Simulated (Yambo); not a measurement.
A G0W0@PBEsol run in Yambo for AlN (wurtzite, space group P6_3mc, No. 186) under isotropic strain of -1.5 % on all lattice vectors (6×6×4 Γ-centred k mesh, 77 bands and a 8 Ry block in the screening, 77 bands in G with the Bruneval-Gonze terminator, plasmon pole fitted at 27.2 eV) gives these matrix elements, in eV, at the band edges (Γ → Γ):

```
state               E0    <Vxc>     <Σx>  <Σc(E0)>      Z
---------------  -----  -------  -------  --------  -----
valence edge     0.000  -17.018  -21.075     3.015  0.799
conduction edge  4.503  -12.808   -8.185    -3.768  0.825
```

### Question
Solve the linearised quasiparticle equation for both states, give the gap, and say how exchange and correlation each act on it.

### Answer
E = E0 + Z(Σx + Σc − Vxc). Valence: 0.000 + 0.799 × (-21.075 + (3.015) − (-17.018)) = -0.83 eV. Conduction: 4.503 + 0.825 × (-8.185 + (-3.768) − (-12.808)) = 5.21 eV. The gap is 6.04 eV, against 4.50 eV in PBEsol. Replacing Vxc by bare exchange alone would open it by 8.68 eV; correlation takes back 6.78 eV of that, and Z scales what is left. Convergence of the G0W0 settings was not tested. 

Geometry strained from the cell relaxed with PBEsol, atoms relaxed again; primitive cell a = b = 3.066 Å, c = 4.908 Å, α = β = 90.00°, γ = 120.00°.
